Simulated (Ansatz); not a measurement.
**Calculated field gradients at the nuclei for InSe at a changed volume**

The cell is an entry of the Crystallography Open Database (COD), relaxed with PBE at fixed cell and then changed (volume scaled by 0.94, ions relaxed).

Space group P6_3/mmc (No. 194); a = 3.9673, c = 16.5844 Å, γ = 120.00°.

| site | Wyckoff | site symmetry | x | y | z |
| --- | --- | --- | --- | --- | --- |
| In | 4f | 3m. | 0.3333 | 0.6667 | 0.1664 |
| Se | 4f | 3m. | 0.3333 | 0.6667 | 0.5872 |

One atom of each set is listed.

The numbers come from a DFT calculation in Ansatz (PBE, plane waves and PAW, scalar-relativistic, 420 eV cutoff, Γ-centred 13×13×3 k-points, Fermi–Dirac smearing 0.05 eV).

C_Q = eQV_zz/h, which is 24.18 MHz for Q = 1 b and V_zz = 10²¹ V/m²; η = (V_xx − V_yy)/V_zz. ν_Q = 3|C_Q|/[2I(2I − 1)].

¹¹³In: I = 9/2, Q = 761.0 mb. Q values from Pyykkö, Mol. Phys. 116, 1328 (2018).

```tsv
site	atoms	first shell	C_Q (MHz)	η	ν_Q (MHz)
In	4	3 Se at 2.64 Å; also 1 In at 2.77 Å	-210	0.00	8.73
```

An axis of threefold or higher order runs through In, so V_zz lies along it and η is zero.

Se has no stable isotope with a ground-state quadrupole moment in the table, so these sites are left out.

Without spin–orbit coupling (the program notes it for In) the gradients can shift somewhat, as the gap is small.

The relaxation (4 steps) took 81 s of wall time (81 s of CPU time) and 0.89 GiB at its peak, on 1 thread of Intel Xeon 6975P-C (Granite Rapids) (x86_64; 16 cores open to the job, memory cap 3.0 GiB, no GPU), a shared host with a load of 0.5 a core.
